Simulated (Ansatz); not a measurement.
CaHCl:
```xyz
6
Lattice="3.8062 0.0000 0.0000 0.0000 3.8062 0.0000 0.0000 0.0000 6.9131" Properties=species:S:1:pos:R:3 pbc="T T T"
Ca     0.0000     1.9031     5.5903
Ca     1.9031     0.0000     1.3229
H      1.9031     1.9031     0.0000
H      0.0000     0.0000     0.0000
Cl     1.9031     0.0000     4.5158
Cl     0.0000     1.9031     2.3973
```

Relaxed with r²SCAN.

Question: Map the valence electron density (e/Å³), cut off at 1 on the plane through (0.000, 0.500, 0.809) spanned by u = [1, 0, 0] and v = [0, 0, 1] in lattice vectors, from the program Ansatz at the r²SCAN level (PAW).

Answer: x is the fraction of u, y of v (the angle between them is 90°; rows are the nearest grid lines); atoms in the plane: Ca at (0.00, 0.00), H at (0.50, 0.19), Cl at (0.00, 0.54).
```
y \ x   0.000  0.105  0.158  0.263  0.368  0.474  0.526  0.632  0.737  0.842  0.895   1.00
------  -----  -----  -----  -----  -----  -----  -----  -----  -----  -----  -----  -----
1.00     1.00   1.00   1.00  0.342  0.069  0.059  0.059  0.069  0.342   1.00   1.00   1.00
0.914    1.00   1.00  0.865  0.137  0.047  0.044  0.044  0.047  0.137  0.865   1.00   1.00
0.857   0.364  0.229  0.137  0.051  0.041  0.044  0.044  0.041  0.051  0.137  0.229  0.364
0.771   0.078  0.065  0.053  0.035  0.030  0.031  0.031  0.030  0.035  0.053  0.065  0.078
0.686   0.532  0.395  0.279  0.108  0.040  0.023  0.023  0.040  0.108  0.279  0.395  0.532
0.629    1.00   1.00  0.860  0.270  0.073  0.029  0.029  0.073  0.270  0.860   1.00   1.00
0.543   0.000   1.00   1.00  0.551  0.131  0.045  0.045  0.131  0.551   1.00   1.00  0.000
0.457    1.00   1.00   1.00  0.345  0.103  0.046  0.046  0.103  0.345   1.00   1.00   1.00
0.371   0.307  0.245  0.190  0.103  0.070  0.068  0.068  0.070  0.103  0.190  0.245  0.307
0.314   0.078  0.071  0.067  0.075  0.123  0.173  0.173  0.123  0.075  0.067  0.071  0.078
0.229   0.033  0.041  0.054  0.135  0.406   1.00   1.00  0.406  0.135  0.054  0.041  0.033
0.143   0.348  0.229  0.160  0.159  0.373  0.825  0.825  0.373  0.159  0.160  0.229  0.348
0.0857   1.00   1.00  0.858  0.190  0.176  0.243  0.243  0.176  0.190  0.858   1.00   1.00
0.000    1.00   1.00   1.00  0.342  0.069  0.059  0.059  0.069  0.342   1.00   1.00   1.00
```

The density is the valence pseudo-density with augmentation charge, so density and ELF within about 1 Å of a nucleus are not all-electron values.

Space group P4/nmm. The first step of the workflow began from a Materials Project structure, measured or hypothetical; the Crystallography Open Database files this formula in space group No. 129, but the cells were not matched. Its standing as an ambient phase is unchecked. The cell was relaxed with r²SCAN under the symmetry of its start; whether a distortion lowers the energy is not shown.

Potentials: the later of the program's two PAW sets.
